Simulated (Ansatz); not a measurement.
The elements of this relaxed trial crystal are hidden behind letters.

```
lattice vectors (Å)
   0.0000    3.5890    3.5890
   3.5890    0.0000    3.5890
   3.5890    3.5890    0.0000
fractional positions
X 0.0000 0.0000 0.0000
X 0.2500 0.2500 0.2500
Z 0.7500 0.7500 0.7500
Z 0.5000 0.5000 0.5000
```

Theory: DFT PBE, scalar-relativistic, plane waves, PAW (Ansatz 0.2.0). Cutoff 420 eV, Γ-centred 12×12×12 mesh (4-atom cell), Gaussian smearing of 0.10 eV, no spin polarisation.

* Space group: Fd-3m (No. 227)
* Conventional cell: a = 7.178 Å
* Volume per atom: 23.12 Å³
* Density: 5.23 g/cm³
* Formation energy: +0.23 eV/atom
* Gap on the 12×12×12 mesh of the 4-atom cell: 0 eV (a metal)

Energies are uncorrected and count from the elements' standard states at the same level.

Q: X is a p-block element of period 3 and Z is a p-block element of period 5. Which elements are they?

A: X = Al, Z = Sn, so the formula is AlSn, here in the NaTl (B32) type. Density times volume gives a mean mass of 5.23 × 23.12/1.6605 = 72.8 u per atom, and this set has 72.8 u. Al has 4 Al at 3.11 Å, 4 Sn at 3.11 Å and 6 Sn at 3.59 Å; around Sn lie 4 Al at 3.11 Å, 4 Sn at 3.11 Å and 6 Al at 3.59 Å. Other sets within the hints have nearly the same mass, so mass alone doesn't settle it; this one was computed.

Symmetry constrained the relaxation, so the result can be a saddle point. Another cell of AlSn relaxed alike, in P-6m2 (a Materials Project cell), lies 33 meV/atom lower, so this cell isn't the stable form at this level.
